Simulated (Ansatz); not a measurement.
GeMo₂C in space group P6_3/mmc (No. 194; Ge on 2d, Mo on 4f, C on 2a) under volume change, PBE (plane waves, PAW; program Ansatz), shape and atoms relaxed at each volume.

| V (Å³/atom) | E − E(relaxed) (meV/atom) | P (GPa) |
|---|---|---|
| 12.221 | 84.9 | 24.60 |
| 12.624 | 35.5 | 14.94 |
| 13.027 | 8.4 | 6.86 |
| 13.430 | 0.0 | 0.00 |
| 13.833 | 7.5 | -5.77 |
| 14.236 | 28.2 | -10.58 |
| 14.639 | 60.0 | -14.60 |

### Question
What does a third-order Birch–Murnaghan fit give for V₀, B₀ and B′?

### Answer
V₀ = 13.43 Å³/atom, B₀ = 208 GPa, B′ = 4.8.

The start of the workflow was typed in or built on a structure type; neither database checked (COD, Materials Project) lists it. Whether it is the stable phase at ambient conditions was not checked. The PBE relaxation kept the symmetry of its start; its stability against distortions is not shown here. No spin polarisation was allowed.

Potentials: the earlier of the program's two PAW sets.
